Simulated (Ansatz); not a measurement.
Phonons of HfSiSe (space group P4/nmm) at Γ, X = (0.5, 0.0, 0.0), M = (0.5, 0.5, 0.0), Z = (0.0, 0.0, 0.5).

HfSiSe (space group P4/nmm)

```xyz
6
Lattice="3.5519 0.0000 0.0000 0.0000 3.5519 0.0000 0.0000 0.0000 8.1742" Properties=species:S:1:pos:R:3 pbc="T T T"
Hf     0.0000     1.7759     6.0791
Hf     1.7759     0.0000     2.0951
Si     0.0000     0.0000     0.0000
Si     1.7759     1.7759     0.0000
Se     1.7759     0.0000     5.0727
Se     0.0000     1.7759     3.1015
```

These are LDA (plane waves to 420 eV, PAW, scalar-relativistic; Ansatz, a quantum-chemistry and plane-wave program) values and carry that method's errors. DFPT wavenumbers on a 14×14×6 k mesh, in cm⁻¹ and rounded to 5; i marks imaginary ones, q is in fractions of the reciprocal vectors of the cell shown, and the three acoustic modes at Γ are left out. HfSiSe is run without spin polarisation. HfSiSe was relaxed with its symmetry unable to fall. Spin-orbit coupling is left out, though Hf is heavy.

| q | wavenumbers (cm⁻¹) |
|---|---|
| Γ | 100 (×2), 140, 175 (×2), 180, 200, 215 (×2), 220 (×2), 325, 335 (×2), 335 |
| X = (0.5, 0.0, 0.0) | 120 (×2), 130 (×2), 135 (×2), 170 (×2), 185 (×2), 220 (×2), 305 (×2), 330 (×2), 350 (×2) |
| M = (0.5, 0.5, 0.0) | 110 (×2), 130 (×2), 140 (×2), 170 (×2), 205 (×2), 210 (×2), 235 (×2), 320 (×2), 390 (×2) |
| Z = (0.0, 0.0, 0.5) | 60 (×2), 70, 70 (×2), 110, 190, 195 (×2), 195, 195 (×2), 225 (×2), 325, 340 (×2), 340 |

The structure shows no imaginary mode at these points (lowest 60 cm⁻¹ at Z = (0.0, 0.0, 0.5)); other wave vectors were not tested.

Highest mode: 390 cm⁻¹ at M = (0.5, 0.5, 0.0).
